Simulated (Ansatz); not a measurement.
La₂O₃ (A-La2O3 type, space group P-3m1)

```xyz
5
Lattice="3.9403 0.0000 0.0000 -1.9701 3.4124 0.0000 0.0000 0.0000 6.1880" Properties=species:S:1:pos:R:3 pbc="T T T"
La     0.0000     2.2749     1.5308
La     1.9701     1.1375     4.6572
O      0.0000     0.0000     0.0000
O      0.0000     2.2749     3.9930
O      1.9701     1.1375     2.1950
```

The relaxed cell is deformed in two ways at once: its volume V is scaled, and at that volume it is stretched along z (the c axis of the conventional cell) so that c/a changes. Fractional atomic positions are held.

These are PBE (plane waves to 420 eV, PAW, scalar-relativistic; Ansatz, a quantum-chemistry and plane-wave program) values and carry that method's errors. k mesh 10×10×6 (Γ-centred), Fermi-Dirac smearing 0.05 eV. The energy includes the smearing's −TS. As the atoms are clamped, bonds stretch with the cell, which overstates energies and stresses. La2O3 is run without spin polarisation. La2O3 was relaxed with its symmetry unable to fall.

Changes of ΔE (meV/atom) from the point V/V₀ = 1.000, (c/a)/(c/a)₀ = 1.000 when one coordinate moves alone (two changes are said to add if the coupling is within 5 % of the smaller one, nearly so within 20 %):

| point | change |
|---|---|
| V/V₀ = 1.000, (c/a)/(c/a)₀ = 0.920 | 22.26 |
| V/V₀ = 1.000, (c/a)/(c/a)₀ = 0.960 | 5.37 |
| V/V₀ = 0.920, (c/a)/(c/a)₀ = 1.000 | 49.71 |
| V/V₀ = 0.960, (c/a)/(c/a)₀ = 1.000 | 11.55 |
| V/V₀ = 1.040, (c/a)/(c/a)₀ = 1.000 | 9.91 |
| V/V₀ = 1.080, (c/a)/(c/a)₀ = 1.000 | 37.26 |
| V/V₀ = 1.000, (c/a)/(c/a)₀ = 1.040 | 5.05 |
| V/V₀ = 1.000, (c/a)/(c/a)₀ = 1.080 | 19.66 |

### Question
Do the two effects add at V/V₀ = 0.920, (c/a)/(c/a)₀ = 0.920? Give the computed change.

### Answer
The sum of the single changes is 49.71 + (22.26) = 71.97; the calculation gives 61.61, so the coupling contributes -10.36 (over 20 % of the smaller single change, not additive).

### Question
Do the two effects add at V/V₀ = 1.080, (c/a)/(c/a)₀ = 1.040? Give the computed change.

### Answer
The sum of the single changes is 37.26 + (5.05) = 42.31; the calculation gives 35.00, so the coupling contributes -7.31 (over 20 % of the smaller single change, not additive).

### Question
Do the two effects add at V/V₀ = 0.960, (c/a)/(c/a)₀ = 0.920? Give the computed change.

### Answer
The sum of the single changes is 11.55 + (22.26) = 33.81; the calculation gives 29.04, so the coupling contributes -4.77 (over 20 % of the smaller single change, not additive).

(A scan under strain: stresses follow from slopes of the energy per volume, elastic moduli from its curvatures.)
